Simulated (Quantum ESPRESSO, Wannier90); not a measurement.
Tight-binding from DFT: BN (Fmm2)

```xyz
2
Lattice="-1.2516 0.0000 -2.1661 -1.2516 0.0000 2.1661 1.2516 3.4953 0.0000" Properties=species:S:1:pos:R:3 pbc="T T T"
B      0.0000     0.0000     0.0002
N      0.0000     0.0000    -1.4441
```

Materials Project entry mp-685145; symmetrised, unrelaxed at this level. Not found in the COD (Crystallography Open Database) copy used, which has the formula in other groups; not checked further. Method: PBEsol plane waves in Quantum ESPRESSO 7.5 (PseudoDojo norm-conserving files, 68 Ry, no spin polarisation, no spin-orbit coupling), Bloch states on a 12×12×12 mesh through Γ, Wannier90 4.0.1. Density: 14×14×14 mesh, cold smearing 0.01 Ry. The cell is built of weakly bound layers, chains or molecules, whose nearest atoms lie 3.57 Å apart. Database cells relaxed without dispersion often hold them too far apart, which can enlarge gaps and weakens couplings between them; spacing and stacking were not compared with the measured crystal.

A tight-binding model is made by disentanglement and projection with no localisation steps (num_iter = 0), so the 8 orbitals stay atom-like: hydrogen-like B: s;p; N: s;p, axes along x, y, z; frozen window up to 5.20 eV relative to the valence-band maximum. It follows pw.x to 3.8 meV rms for states up to 4.7 eV relative to the valence-band maximum. Matrix elements depend on this choice of orbitals and windows. The run ended at its step limit with the spread still drifting slowly, so a lower minimum may lie further on.

Question: What are the on-site energies relative to the valence-band maximum, and how fast do the hoppings decay?

Answer: 
| atom | orbitals | energy (eV) |
|---|---|---|
| B1 | s | 7.42 |
| B1 | pz | 8.74 |
| B1 | px | 8.76 |
| B1 | py | 4.64 |
| N2 | s | -5.73 |
| N2 | pz | 1.03 |
| N2 | px | 1.08 |
| N2 | py | 0.04 |

| distance of the centres (Å) | largest modulus (eV) |
|---|---|
| 1–2 | 7.0 |
| 2–3 | 1.4 |
| 3–4 | 0.62 |
| 4–5 | 0.11 |
| 5–6 | 0.071 |
| 6–7 | 0.037 |
| 7–8 | 0.023 |
| 8–9 | 0.012 |
| 9–10 | 0.0051 |
| 10–11 | 0.0054 |
| 11–12 | 0.0031 |
